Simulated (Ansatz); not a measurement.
Ansatz input

```yaml
crystal:
  lattice:
    - [3.769994502, 0.0, 0.0]
    - [-1.884997251, 3.2649110108, 0.0]
    - [0.0, 0.0, 7.2608204356]
  atoms:
    - { symbol: Se, position: [0.0, 1.0, 1.0] }
    - { symbol: Se, position: [1.0, 1.0, 0.5] }
    - { symbol: Se, position: [0.3333333333, 0.6666666667, 0.25] }
    - { symbol: Se, position: [0.6666666667, 0.3333333333, 0.75] }
hamiltonian:
  xc: r2scan
  pseudopotentials:
    kind: paw
    azcp:
      Se: "pseudopotentials/Se.paw.azcp"
basis:
  ecutwfc: 500
  fft_grid_basis: typed
kpoints:
  mp_grid: { grid: [13, 13, 6], shift: [0, 0, 0] }
magnetization:
  spin_polarized: false
scf:
  occupations: { method: fermi_dirac, width: 0.1 }
```

Terminal output

```
Engine: ansatz 0.2.0, x86_64-unknown-linux-gnu
Pseudopotentials: kind: paw
Pseudopotential: Se, paw, valence charge 16, recommended cutoff 500 eV (meta_gga) 
Functional definition: r2SCAN
  parameter k0 = 0.174
  parameter k1 = 0.065
  parameter a1 = 4.9479
  exchange = r2scan_x(k0 = k0, k1 = k1, a1 = a1)
  correlation = r2scan_c
Crystal: 4 atoms, lattice volume = 89.371 Å³
Basis set: ecut = 500 eV, 2259 PW (Γ), exchange–correlation on 120×120×216 points (64 copies of the dense FFT grid, shifted against one another)
Bands: 37, of which v1, the nominal top of the filled ones, is band 32 counted from 1 (31 counted from 0)
Symmetry: 24 space group operations
Space group: P63/mmc (ITA 194), of the structure as read, at distance tolerance 4.5e-5 Å
k-points: 84 of 1014
Non-local potential: Se, projectors of the file, l = 0: 2, l = 1: 2, l = 2: 3, l = 3: 1
PAW form: soft (Blöchl's): semilocal exchange-correlation on the pseudo side does not see the compensation charge
PAW frozen core: Se, regenerated for the run's functional (the file was generated under x = pbe(κ = 0.804, μ = 0.2195149727645171), c = pbe(β = 0.06672455060314922))
PAW one-centre angular grid: Se, 590 points (default); XC on 160 Gauss nodes
Initial density: superposition of atomic densities (neutral atoms: chi_scale 0, normalization atom), corrected by the library's trained network
Initial wavefunctions: pseudopotential atomic-orbital guess
Functional: x = r2scan, c = r2scan; τ floored in thin density (d = 2e-4 eV/Å³)
SCF iter   1: F=—  HF=-21910.974160 eV  |F-HF|=—  |Δ(HF+E_count)|=         —  Δρ=2.79e-3  dr2=3.97e-3  dr2_τ=3.80e-3  ethr=1.77e-3  ⟨swp⟩=6.2  Hψ=11284  notcnv=0
SCF iter   2: F=—  HF=-21910.998491 eV  |F-HF|=—  |Δ(HF+E_count)|=   2.43e-2  Δρ=8.32e-4  dr2=3.91e-4  dr2_τ=2.75e-5  ethr=6.20e-6  ⟨swp⟩=2.0  Hψ=6888  notcnv=0
SCF iter   3: F=—  HF=-21910.996951 eV  |F-HF|=—  |Δ(HF+E_count)|=   1.54e-3  Δρ=3.31e-4  dr2=1.24e-4  dr2_τ=3.89e-6  ethr=6.12e-7  ⟨swp⟩=2.0  Hψ=5904  notcnv=0
SCF iter   4: F=—  HF=-21910.996913 eV  |F-HF|=—  |Δ(HF+E_count)|=   3.80e-5  Δρ=8.07e-5  dr2=5.21e-6  dr2_τ=3.52e-7  ethr=1.94e-7  ⟨swp⟩=2.0  Hψ=5812  notcnv=0
SCF iter   5: F=—  HF=-21910.996919 eV  |F-HF|=—  |Δ(HF+E_count)|=   5.64e-6  Δρ=9.57e-6  dr2=7.60e-8  dr2_τ=3.74e-9  ethr=8.15e-9  ⟨swp⟩=2.9  Hψ=6471  notcnv=0
SCF iter   6: F=-21910.996919 eV  HF=-21910.996919 eV  |F-HF|=2.02e-9  |Δ(HF+E_count)|=   8.05e-8  Δρ=1.69e-6  dr2=2.31e-9  dr2_τ=1.06e-10  ethr=1.19e-10  ⟨swp⟩=1.0  Hψ=7578  notcnv=0
SCF 1 converged in 6 iterations: F = -21910.996919 eV  dr2 = 2.31e-9
SCF converged after 6 iterations
Free energy (F): -21910.996919 eV
Harris-Foulkes:  -21910.996919 eV  (|F-HF|=2.02e-9)
Internal energy: -21910.920551 eV  (E = F + TS)
E sigma→0 (E₀):  -21910.958735 eV
Entropy (-TS):   -0.076368 eV (-19.092 meV/atom)
Fermi energy:    9.718703 eV
--- Per-component energies (eV) ---
  E_band       = -1520.243125
  E_kinetic    = 466.828262
  E_local      = -8918.147352  (includes V_loc(G=0)·N_el)
  E_nonlocal   = -2374.434208
  E_hartree    = 4441.931874
  E_xc         = -389.152358
  E_vxc        = -418.747283  (∫ρ·V_xc dr)
  E_paw        = -7704.038275  (= ΣΔE_a)
  E_vpaw       = 819.210006  (= ΣTr[D̂ρ^β])
  E_aug_tail   = -0.000849  (compensation charges beyond the density's cutoff)
  E_vtau       = 21.186508  (kinetic-family band-sum trace: ∫τ·v_τ [+ j·A + Jᵃ·Aᵃ] dr)
  E_ewald      = -7426.848563
  E_core_change = -7.059081  (= ΣΔE_core)
  E_smearing   = -0.076368  (= −TS)
  E_closure    = 0.000000  (closes the sum)
  Σ components = -21910.996919   (vs F -21910.996919, Δ=0.00e0)
```

Command:

```sh
ansatz run input.yaml --threads 1 --pin off --max-ram 3584MiB --backend cpu --events-out ev --progress --plain --runs-dir out
```

On 1 thread of Intel(R) Xeon(R) Platinum 8259CL CPU @ 2.50GHz (Skylake/Cascade Lake) (shared host) this took about 31 s of wall time and 31 s of CPU time.
